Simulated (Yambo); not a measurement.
Yambo run on Mg2ZnO3 (space group P-3m1, No. 164). The wavefunctions are PBEsol (pw.x of Quantum ESPRESSO, ONCV potentials, without SOC) ones on a 6×6×2 mesh (29 occupied bands); a = b = 3.0330 Å, c = 7.4033 Å, α = β = 90.00°, γ = 120.00°.

Yambo input:

```
rim_cut
gw0
dyson
el_el_corr
HF_and_locXC
cohsex
em1s
RandQpts= 1000000
RandGvec= 1 Ry
EXXRLvcs= 84 Ry
VXCRLvcs= 336 Ry
Chimod= "HARTREE"
% BndsRnXs
 7 | 125 |
%
NGsBlkXs= 8 Ry
% LongDrXs
 1.0 | 1.0 | 1.0 |
%
ExtendOut
% QPkrange
 1 | 1 | 29 | 30 |
 2 | 2 | 29 | 29 |
%
```

k points by index: 1 = Γ, 2 = A.

The o-*.qp file then holds:

```
#    K-point    Band    Eo [eV]    E [eV]    E-Eo [eV]    Vxc [eV]    Vnlxc [eV]    Sc|Eo [eV]    Re(Z)    Im(Z)
#
    1    29    -0.088342    -3.006783    -2.918440    -22.27056    -28.04660    2.857607    1.000000    0.000000
    1    30    2.842705    2.640380    -0.202326    -14.66344    -10.51032    -4.355451    1.000000    0.000000
    2    29    0.000000    -2.909369    -2.909369    -22.06706    -27.74777    2.771349    1.000000    0.000000
```
(The two width columns are left out.) Convergence of these settings isn't established.

Geometry of the Materials Project entry, not relaxed at this level.

The structure is a Materials Project entry; no match was found in the copy of COD used, and its stability was not checked.
